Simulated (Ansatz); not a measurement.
CdSe (wurtzite)

```xyz
4
Lattice="4.3019 0.0000 0.0000 -2.1510 3.7256 0.0000 0.0000 0.0000 7.0211" Properties=species:S:1:pos:R:3 pbc="T T T"
Cd     2.1510     1.2419     0.0033
Cd     0.0000     2.4837     3.5138
Se     2.1510     1.2419     4.3863
Se     0.0000     2.4837     0.8758
```

In each cell atom 1 (Cd, nearest neighbour Se at 2.633 Å; its periodic images, 4.3 Å or more away, move with it) moves by s·(0.000, 0.000, 1.000) (along Cartesian z), the rest being held.

Level of theory: PBEsol (plane waves to 420 eV, PAW, scalar-relativistic; Ansatz, an electronic-structure program). k mesh 7×7×4 (Γ-centred), Fermi-Dirac smearing 0.05 eV. E stands for the smeared free energy. CdSe was relaxed with its symmetry unable to fall. ΔE is measured from the undisplaced structure.

Successive frames, forces in eV/Å:

```
frame        ΔE (eV/cell)                F on Cd1                F on Cd2               F on Se3               F on Se4
-----------  ------------  ----------------------  ----------------------  ---------------------  ---------------------
s = 0.000 Å         0.000  (0.000, 0.000, -0.001)  (0.000, 0.000, -0.001)  (0.000, 0.000, 0.001)  (0.000, 0.000, 0.001)
s = 0.106 Å         0.029  (0.000, 0.000, -0.516)   (0.000, 0.000, 0.132)  (0.000, 0.000, 0.278)  (0.000, 0.000, 0.106)
s = 0.212 Å         0.103  (0.000, 0.000, -0.843)   (0.000, 0.000, 0.258)  (0.000, 0.000, 0.412)  (0.000, 0.000, 0.173)
s = 0.318 Å         0.203  (0.000, 0.000, -1.019)   (0.000, 0.000, 0.374)  (0.000, 0.000, 0.450)  (0.000, 0.000, 0.195)
```

**Question.** What are the energy and the forces in the next frame, s = 0.424 Å?

**Answer.** ΔE (eV/cell) = 0.314.

| atom | Fx | Fy | Fz |
|---|---|---|---|
| Cd1 | 0.000 | 0.000 | -1.069 |
| Cd2 | 0.000 | 0.000 | 0.480 |
| Se3 | 0.000 | 0.000 | 0.423 |
| Se4 | 0.000 | 0.000 | 0.166 |

(For displaced atoms, the force is minus the slope of the energy, and its curvature is a force constant, which sets phonon frequencies.)
